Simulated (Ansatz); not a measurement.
Relaxed candidate structures of GaAs:

A. P-6m2 (No. 187), hP4; a = b = 3.996 Å, c = 6.640 Å, α = β = 90.00°, γ = 120.00°; As 2i (0.667, 0.333, 0.185); Ga 2g (0.000, 0.000, 0.315)

B. P4/mmm (No. 123), tP2; a = b = 3.5365 Å, c = 2.9167 Å, α = β = γ = 90.00°; Ga 1d (0.500, 0.500, 0.500); As 1a (0.000, 0.000, 0.000)

C. P4₃32 (No. 212), cP8; a = b = c = 6.7630 Å, α = β = γ = 90.00°; As 4b (0.625, 0.625, 0.625); Ga 4a (0.125, 0.125, 0.125)

Problem. Put the candidates in order of energy per atom, lowest first, for PBEsol (plane waves to 420 eV, PAW, scalar-relativistic; Ansatz, a program for electronic structure).

Solution. A (reference), B (+0.32 eV/atom), C (+0.69 eV/atom)

Problem. Which candidates are metallic at this level, and what gaps do the others have?

Solution. No gap: B, C. A: 0.27 eV (no spin-orbit coupling).

The lowest structure calculated, F-43m, cF8, zinc blende type, is not among these; it lies 0.14 eV/atom below the lowest of them. Probably no minimum, since a slightly shaken restart fell lower: P4/mmm, tP2 (by 0.16 eV/atom, to P4/mmm).  1 generated cell of layers, chains or molecules, poorly bound without dispersion, is left out. Each run could gain symmetry but not lose that of its start, so entries can be saddle points. All of these are generated cells (placed on structure types, drawn at random, substituted or restacked) that were not matched to a known phase here. Energies are at zero temperature and pressure, without zero-point motion. Each cell has its own k-point mesh; energy differences are given only to the digits this allows. No spin polarisation in the result.
